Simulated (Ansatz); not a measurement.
MnCu₃ (P6_3/mmc): electronic heat capacity from the density of states

The calculation used Ansatz, DFT PBEsol, scalar-relativistic, plane waves, PAW.

Cutoff 420 eV; k points 12×12×8 on the computed 8-atom cell (Γ-centred); Gaussian smearing, width 0.10 eV; collinear spin from starting moments 3.76 3.76 0 0 0 0 0 0 μB.

Relaxed cell: P6_3/mmc, a = 5.117 Å, b = 5.117 Å, c = 4.185 Å, α = 90.00°, β = 90.00°, γ = 120.00°, 8 atoms in the primitive cell. Whether it is the stable form of this composition wasn't checked.

The density of states at the Fermi level is 3.068 states/eV in the cell of 8 atoms (2 formula units; both spins, tetrahedra on a 18×18×12 mesh). The run ends with a moment of 7.57 μB a cell (largest on a site 3.42 μB), and the figure is for this state; a paramagnetic sample can have a quite different one. Another magnetic order, if the compound takes it, can change N(E_F) and the shape of the cell a good deal.

Problem. What Sommerfeld coefficient does this give?

Solution. Per formula unit N(E_F) = 1.534 states/eV. γ = (π²/3) k_B² N(E_F) N_A = 2.357 mJ/(mol K²) per state/eV, so γ = 3.6 mJ/(mol K²), a mole of formula units. This is the bare band result: a measured γ of the same phase and magnetic order is as a rule larger by a factor 1 + λ from phonons and spin fluctuations. N(E_F) at one energy is sensitive to the mesh where the density of states has sharp peaks.

Only parallel moments were tried here.

Only this magnetic start was tried.

Cost: 1 run of about 8.7 core-minutes, on Arm Neoverse V2 (shared hosts).